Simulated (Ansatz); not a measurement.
SnGe$_{3}$:
```
CELL_PARAMETERS angstrom
      4.16626     0.00000     0.00000
      0.00000     4.16626     0.00000
      0.00000     0.00000     5.91910
ATOMIC_POSITIONS crystal
  Ge 0.50000 0.00000 0.76773
  Ge 0.00000 0.00000 0.00000
  Ge 0.00000 0.50000 0.23227
  Sn 0.50000 0.50000 0.50000
```

Relaxed with PBEsol. Special points in fractions of this cell's reciprocal vectors: Γ (0.000, 0.000, 0.000); X (0.000, 0.500, 0.000); M (0.500, 0.500, 0.000); Z (0.000, 0.000, 0.500); R (0.000, 0.500, 0.500); A (0.500, 0.500, 0.500).

### Question
List the band energies nearest the Fermi level at these points for DFT-PBEsol with spin–orbit coupling in the program Ansatz with PAW potentials.

### Answer
In eV from the Fermi level; about four levels below and three above (degenerate sets whole), none deeper than 8.9 eV; points with the same levels are listed once.

```
k                    below                above
-  -----------------------  -------------------
Γ  -0.58 -0.58 -0.16 -0.16  0.22 0.22 0.30 0.30
X  -1.68 -1.68 -0.93 -0.93  1.30 1.30 2.38 2.38
M  -2.76 -2.76 -2.59 -2.59  0.65 0.65 0.70 0.70
Z  -1.49 -1.49 -1.35 -1.35  0.87 0.87 1.03 1.03
R  -0.76 -0.76 -0.31 -0.31  0.41 0.41 3.36 3.36
A  -3.48 -3.48 -3.48 -3.48  3.80 3.80 3.82 3.82
```

Space group P-4m2. The start of the workflow was typed in or built on a structure type; neither database checked (COD, Materials Project) lists it. Whether it is the stable phase at ambient conditions was not checked. The PBEsol relaxation kept the symmetry of its start; its stability against distortions is not shown here.

Potentials: the later of the program's two PAW sets.
